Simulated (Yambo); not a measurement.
Absorption of Ba2SrWO6 (space group R-3, No. 148) with and without the electron-hole interaction (Yambo, LDA bands; 4×4×4 mesh, 15 valence and 9 conduction bands, static screening with 101 bands and a 3 Ry block, scissor 1.75 eV, Tamm-Dancoff; field along x). Axes are Cartesian, with cell vectors (Å) (3.11, 1.79, 4.97), (-3.11, 1.79, 4.97), (0.00, -3.59, 4.97).

```csv
E (eV),"Im ε, BSE","Im ε, independent quasiparticles"
2.65,0.08,0.06
2.75,0.09,0.06
2.85,0.09,0.06
2.95,0.10,0.07
3.05,0.11,0.07
3.15,0.13,0.08
3.25,0.14,0.08
3.35,0.16,0.09
3.45,0.19,0.10
3.55,0.22,0.10
3.65,0.27,0.11
3.75,0.34,0.12
3.85,0.47,0.14
3.95,0.71,0.15
4.05,1.15,0.17
4.15,1.55,0.19
4.25,1.39,0.22
4.35,1.29,0.25
4.45,1.56,0.30
4.55,2.06,0.37
4.65,2.54,0.47
4.75,2.96,0.64
4.85,3.01,0.93
4.95,3.03,1.33
5.05,2.91,1.62
5.15,2.72,1.97
5.25,2.67,2.26
5.35,2.71,2.67
5.45,2.78,3.49
5.55,2.85,4.69
5.65,3.15,5.78
5.75,3.84,6.42
5.85,4.73,6.70
5.95,5.27,6.93
6.05,4.83,7.03
6.15,4.49,6.77
6.25,4.43,5.77
6.35,3.73,4.73
6.45,3.14,3.85
6.55,3.14,3.02
6.65,3.19,2.63
6.75,3.58,2.36
6.85,4.24,2.19
6.95,4.95,2.18
7.05,5.55,2.10
7.15,5.70,1.94
7.25,5.69,1.88
7.35,5.09,1.91
7.45,4.69,1.96
7.55,4.48,2.08
7.65,4.00,2.41
7.75,3.79,3.00
7.85,3.40,3.48
7.95,3.16,3.90
8.05,2.85,4.62
8.15,2.60,5.22
```

The scissor comes from a G0W0 run whose convergence isn't established. Broadening 0.15 eV. The band window holds all transitions up to 8.2 eV. Fine structure above the onset can come from the mesh.

Without spin-orbit coupling, band edges of such heavy elements can be off by tenths of an eV.

Geometry of the Materials Project entry, not relaxed at this level; primitive cell a = b = c = 6.129 Å, α = β = γ = 60.96°.

The structure is a Materials Project entry; no match was found in the copy of COD used, and its stability was not checked.
